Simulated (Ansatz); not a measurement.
Harmonic vibrational thermodynamics of Nb₂SnC in space group P6_3/mmc (No. 194; Nb on 4f, Sn on 2d, C on 2a) at fixed volume, PBEsol in the plane-wave PAW code Ansatz. The rows extrapolate the 0 K crystal and know nothing of melting or changes of phase.

```tsv
T (K)	F_vib (meV/atom)	S (J/K per mol of atoms)	C_V (J/K per mol of atoms)
50	50.9	1.8	4.7
100	48.6	7.5	11.9
200	35.1	18.0	18.1
300	12.2	25.9	20.9
400	-18.1	32.2	22.4
600	(withheld)	41.5	(withheld)
800	(withheld)	48.4	(withheld)
1000	(withheld)	(withheld)	24.5
```

**Question.** Fill in the missing entries.

**Answer.** 
- 800, C_V (J/K per mol of atoms): 24.2
- 800, F_vib (meV/atom): -188.6
- 1000, S (J/K per mol of atoms): 53.9
- 1000, F_vib (meV/atom): -294.8
- 600, C_V (J/K per mol of atoms): 23.7
- 600, F_vib (meV/atom): -95.0

The workflow started from a Materials Project entry (that database holds measured and hypothetical structures alike); the Crystallography Open Database copy checked does not list it. Its standing as an ambient phase is unchecked. Symmetry was held in the PBEsol relaxation; phonons on a q-mesh show no instability. The run is not spin-polarised. Scalar-relativistic: spin–orbit coupling is off unless named, which matters more the heavier the elements.

Potentials: the later of the program's two PAW sets.
